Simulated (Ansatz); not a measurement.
Values for one crystal, relaxed and computed with r²SCAN (plane waves, PAW; program Ansatz); other levels are named.

* **Volume per atom**: 35.41 Å³
* **Band gap**: 1.00 eV (smallest direct gap 1.00 eV)
* **Conduction-band minimum**: at Y (k = 0.500, 0.000, 0.500 in fractions of the reciprocal vectors)
* **Valence-band maximum**: at Γ
* **Formation energy from the elements (no fitted shifts)**: -1714 meV/atom

### Question
Pick the material that matches.
A. TeSe2, C2 (Te on 2b, Se on 4c)
B. Y2Te3, Fddd (Y on 16g, Y on 16g, Te on 16e, Te on 32h)
C. ScTlTe2, R-3m (Sc on 3a, Tl on 3b, Te on 6c)
D. FeTeAs, P2_1/c (Fe on 4e, Te on 4e, As on 4e)

### Answer
B, Y2Te3, Fddd (Y on 16g, Y on 16g, Te on 16e, Te on 32h)

The workflow started from a Materials Project entry (that database holds measured and hypothetical structures alike); the Crystallography Open Database copy checked does not list it. Its standing as an ambient phase is unchecked. The r²SCAN relaxation kept the symmetry of its start; whether a distortion lowers the energy is not shown. The run is not spin-polarised. The references are the lowest solids computed at this level, not always the standard phases. Spin–orbit coupling is left out wherever it is not named.

Potentials: the later of the program's two PAW sets.
